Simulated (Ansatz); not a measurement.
Relaxation of a generated cell, NbSi2 placed in the AFLOW prototype A2B_tI6_139_d_a (L\'2); 3 atoms in the cell, which starts as I4/mmm (No. 139), tI6; a = b = 4.1708 Å, c = 5.1169 Å, α = β = γ = 90.00°. All values below come from r2SCAN (plane waves to 500 eV, PAW, scalar-relativistic; Ansatz, a program for electronic structure). Γ-centred k-mesh 8×8×8 on the run's cell (coarser than for final values), Fermi–Dirac smearing 0.05 eV. This is the first round of the run. 

The optimiser's lines from the output (shortened; P is positive under compression):

```
relax step   1: F+E_penalty+E_count = -5839.86828335 eV  Δ(F+E_penalty+E_count) = +0.000e0 eV  max|allowed force component| = 2.313e-17 eV/Å  Δτ_max = 0.0000 Å  P = +33.023 GPa  Ω = 44.505 Å³  (7 SCF iters, dr2 threshold 1.00e-7 eV, accepted)
relax step   2: F+E_penalty+E_count = -5840.61620269 eV  Δ(F+E_penalty+E_count) = -7.479e-1 eV  max|allowed force component| = 2.776e-17 eV/Å  Δτ_max = 0.0000 Å  P = +10.278 GPa  Ω = 50.018 Å³  (7 SCF iters, dr2 threshold 3.00e-7 eV, accepted)
relax step   3: F+E_penalty+E_count = -5840.76786460 eV  Δ(F+E_penalty+E_count) = -1.517e-1 eV  max|allowed force component| = 2.313e-17 eV/Å  Δτ_max = 0.0000 Å  P = +2.241 GPa  Ω = 52.993 Å³  (6 SCF iters, dr2 threshold 3.00e-7 eV, accepted)
relax step   4: F+E_penalty+E_count = -5840.79178355 eV  Δ(F+E_penalty+E_count) = -2.392e-2 eV  max|allowed force component| = 9.252e-18 eV/Å  Δτ_max = 0.0000 Å  P = +0.023 GPa  Ω = 53.974 Å³  (6 SCF iters, dr2 threshold 3.00e-7 eV, accepted)
relax step   5: F+E_penalty+E_count = -5840.79444998 eV  Δ(F+E_penalty+E_count) = -2.666e-3 eV  max|allowed force component| = 6.939e-18 eV/Å  Δτ_max = 0.0000 Å  P = -0.009 GPa  Ω = 53.985 Å³  (5 SCF iters, dr2 threshold 3.00e-7 eV, accepted)
relax step   6: F+E_penalty+E_count = -5840.79445497 eV  Δ(F+E_penalty+E_count) = -4.994e-6 eV  max|allowed force component| = 6.939e-18 eV/Å  Δτ_max = 0.0000 Å  P = -0.000 GPa  Ω = 53.982 Å³  (5 SCF iters, dr2 threshold 2.27e-9 eV, accepted)
relax step   7: F+E_penalty+E_count = -5840.79701799 eV  Δ(F+E_penalty+E_count) = -2.563e-3 eV  max|allowed force component| = 4.626e-18 eV/Å  Δτ_max = 0.0000 Å  P = +0.027 GPa  Ω = 53.982 Å³  stress off target by 4.23e-2 GPa  SCF on the basis re-selected at this cell (its energy is not comparable with the rows above)  (7 SCF iters)
relax step   8: F+E_penalty+E_count = -5840.79701930 eV  Δ(F+E_penalty+E_count) = -1.301e-6 eV  max|allowed force component| = 6.939e-18 eV/Å  Δτ_max = 0.0000 Å  P = -0.004 GPa  Ω = 53.996 Å³  (4 SCF iters, dr2 threshold 4.47e-9 eV, accepted)
relax step   9: F+E_penalty+E_count = -5840.79702236 eV  Δ(F+E_penalty+E_count) = -3.061e-6 eV  max|allowed force component| = 4.626e-18 eV/Å  Δτ_max = 0.0000 Å  P = -0.004 GPa  Ω = 53.996 Å³  stress off target by 4.87e-3 GPa  SCF on the basis re-selected at this cell (its energy is not comparable with the rows above)  (5 SCF iters)
```

From the first to the last row the energy changes by -0.31 eV/atom and the volume by +21.3 %. The last row is marked as not comparable with the walk above it, whose basis was carried along; it does compare with step 1, since both stand on a basis selected at the nominal cutoff for their own cell.

Later rounds, restarted from the end of this one on a renewed k-mesh, logged 10 more steps and released under 0.01 eV/atom more. The final structure after all rounds: I4/mmm (No. 139), tI6; a = 4.620 Å, b = 4.620 Å, c = 5.062 Å, α = 90.00°, β = 90.00°, γ = 90.00°. Between re-selections the logged energies stand on a plane-wave basis carried along with the cell. No spin polarisation in the result. The relaxed primitive cell holds an odd number of electrons. A magnetic state may lie lower.

The run could not lose the symmetry of its start: the end is stationary, and may be a saddle point rather than a minimum.

All atoms sit on sites fixed by symmetry, so only the cell could relax.

The relaxed structure here is a generated cell of NbSi2: the first start was made by placing the elements on the sites of a structure type, and the end was not matched to a known phase here, so it may be hypothetical. Known forms of NbSi2 include space group No. 180.
